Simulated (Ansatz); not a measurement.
Si$_{3}$Mo$_{5}$ in space group P6_3/mcm (No. 193; Si on 6g, Mo on 4d, Mo on 6g) at seven volumes, the program Ansatz at the r²SCAN level (PAW), shape and atoms relaxed at each. One row is withheld.

```
V (Å³/atom)  P (GPa)
-----------  -------
13.101             ?
13.532         17.67
13.964          8.12
14.396          0.00
14.828         -6.91
15.260        -12.78
15.692        -17.74
```

**Question.** Fit the shown pressures and predict the withheld one.

**Answer.** Third-order Birch–Murnaghan: P = (3/2)B₀(x^(7/2) − x^(5/2))[1 + (3/4)(B′ − 4)(x − 1)] with x = (V₀/V)^(2/3). Least squares on the six rows gives V₀ = 14.396 Å³/atom, B₀ = 249.1 GPa, B′ = 4.43. At V = 13.101, x = 1.0649 and P = 28.95 GPa. The run itself gave 28.86 GPa.

The first step of the workflow began from a Materials Project structure, measured or hypothetical; the Crystallography Open Database copy checked does not list it. COD files the formula under space group No. 140. Its standing as an ambient phase is unchecked. The cell was relaxed with r²SCAN under the symmetry of its start; its stability against distortions is not shown here. The run is not spin-polarised.

Potentials: the later of the program's two PAW sets.
